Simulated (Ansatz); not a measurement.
## CoRu3: stable or not

The cell was found from a structure generator's guess, not taken from experiment.

Level of theory: Ansatz, DFT PBE, scalar-relativistic, plane waves, PAW. Settings of the last relaxation (4-atom cell): 420 eV, 18×18×6 k points, Gaussian smearing of 0.10 eV, collinear spin.

```
Co Ru
1.0
     2.69330    0.00000    0.00000
    -1.34665    2.33247    0.00000
     0.00000    0.00000    8.36807
Co Ru
1 3
Direct
  0.66667 0.33333 0.50000
  0.33333 0.66667 0.74496
  0.33333 0.66667 0.25504
  0.66667 0.33333 0.00000
```

Formation energies are uncorrected and refer to the elements' standard structures at the same level.

Question: These tests were run: energy against the elements; phonons at Γ; elastic tensor. What do they show?

Answer:

```tsv
test	result
energy against the elements	+0.08 eV/atom
phonons at Γ	lowest optical mode 125 cm⁻¹
elastic tensor	least eigenvalue 138 GPa
```

It fails one test: energy against the elements. It may still be a metastable minimum.

Another magnetic order may lie lower. The run for the phonons used an 18×18×6 k mesh and Gaussian smearing of 0.20 eV. The run for the elastic tensor used an 18×18×6 k mesh and Gaussian smearing of 0.20 eV. The cell carries site moments Co 1.4 μB.
